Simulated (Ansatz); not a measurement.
BP (zinc blende, space group No. 216), r²SCAN (plane waves, PAW; program Ansatz). The conduction-band minimum lies on the Γ–X line, 83 % of the way from Γ, with 6 equivalent valleys. Second derivatives d²E/dk² of the lowest band at one valley (eV·Å²), along Cartesian directions:

| direction | d²E/dk² |
|---|---|
| [100] | 5.910 |
| [010] | 34.84 |
| [001] | 34.84 |
| [110] | 20.38 |
| [101] | 20.38 |
| [011] | 34.76 |

### Question
Find the principal effective masses, the density-of-states mass and the conductivity mass.

### Answer
Off-diagonal terms follow from H_xy = H[110] − (H_xx + H_yy)/2, and m*/mₑ = 7.620 eV·Å² over each eigenvalue: 0.22, 0.22, 1.3. One valley's DOS mass (m₁m₂m₃)^(1/3) = 0.40, conductivity mass 3/(Σ 1/mᵢ) = 0.30 mₑ.

### Question
What effective density of states Nc follows at 300 K for parabolic valleys?

### Answer
Nc = 2.509e19 × 6 × (0.40)^(3/2) ≈ 3.8e19 cm⁻³.

### Question
With the computed static dielectric constant 8.83 (mean of the diagonal), estimate a hydrogenic donor's binding energy and radius.

### Answer
E = 13.606 eV × 0.30/8.83² ≈ 52 meV; a = 0.529 Å × ε/m* ≈ 16 Å. Semilocal masses tend to be too small where the gap is.

### Question
With ε∞ = 8.74 and ω_LO = 822 cm⁻¹, what Fröhlich coupling constant follows?

### Answer
α = (1/ε∞ − 1/ε0) √(m* × 13.606 eV/ħω_LO) = 0.0072.

Space group F-43m (zinc blende). The r²SCAN relaxation kept the symmetry of its start; phonons on a q-mesh show no instability.

Potentials: the later of the program's two PAW sets.
